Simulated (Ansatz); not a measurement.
ZnS (wurtzite, P6_3mc), the program Ansatz at the PBEsol level (PAW), all energies at zero smearing, with the estimated change up to a 700 eV cutoff added, with one set of potentials and settings (totals compare only within such a set). Cell of 4 atoms (2 Zn, 2 S): -8334.876 eV.

```json
[
 {"element": "Zn", "reference phase": "P6_3/mmc, 2 atoms in the cell", "E (eV/atom)": "-3280.9077"},
 {"element": "S", "reference phase": "Fddd, 32 atoms in the cell", "E (eV/atom)": "-884.8920"}
]
```

Formation energy per atom, worked out: (-8334.876 − 2×(-3280.9077) − 2×(-884.8920))/4 = -0.819 eV/atom (-79 kJ per mol of atoms), at 0 K, without zero-point energy or fitted corrections.

The PBEsol relaxation kept the symmetry of its start. The references are the lowest solids computed at this level, not always the standard phases.

Potentials: the later of the program's two PAW sets.
